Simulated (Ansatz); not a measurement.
Relaxed BePd (CsCl type):

```
BePd
1.0
    5.54527     0.00000     0.00000
    0.00000     2.77263     0.00000
    0.00000     0.00000     2.77263
Be Pd
2 2
Direct
  0.00000   0.00000   0.00000
  0.50000   0.00000   0.00000
  0.25000   0.50000   0.50000
  0.75000   0.50000   0.50000
```

The atoms are displaced by Q × the pattern below (from a DFPT mode at X = (0.5, 0.0, 0.0), largest move 1; Q in Å), at fixed cell. It is one choice among 2 degenerate patterns. (q is in reciprocal vectors of the primitive cell; the cell shown is doubled to hold the pattern.)

```csv
atom,x,y,z
Be1,0.000,0.000,1.000
Be2,0.000,0.000,-1.000
```

Atoms not listed stay in place.

All values below come from LDA (plane waves to 420 eV, PAW, scalar-relativistic; Ansatz, a quantum-chemistry and plane-wave program). k mesh 9×17×17 (Γ-centred), Fermi-Dirac smearing 0.05 eV. E stands for the smeared free energy. With partly filled bands, energies and forces of such displacements shift with the k mesh and the smearing. BePd is run without spin polarisation. BePd was relaxed with its symmetry unable to fall. ΔE is measured from the undisplaced structure.

```json
[
 {"Q (Å)": "-0.180", "ΔE (meV/cell)": "193"},
 {"Q (Å)": "-0.120", "ΔE (meV/cell)": "86"},
 {"Q (Å)": "-0.060", "ΔE (meV/cell)": "22"},
 {"Q (Å)": "0.000", "ΔE (meV/cell)": "0"},
 {"Q (Å)": "0.060", "ΔE (meV/cell)": "22"},
 {"Q (Å)": "0.120", "ΔE (meV/cell)": "86"},
 {"Q (Å)": "0.180", "ΔE (meV/cell)": "193"}
]
```

Q: Which DFPT wavenumber at X = (0.5, 0.0, 0.0) belongs to this mode?
A) 110 cm⁻¹
B) 425 cm⁻¹
C) 224 cm⁻¹

A: B, 425 cm⁻¹. The curvature of the scan gives 426 cm⁻¹

(For displaced atoms, the force is minus the slope of the energy, and its curvature is a force constant, which sets phonon frequencies.)
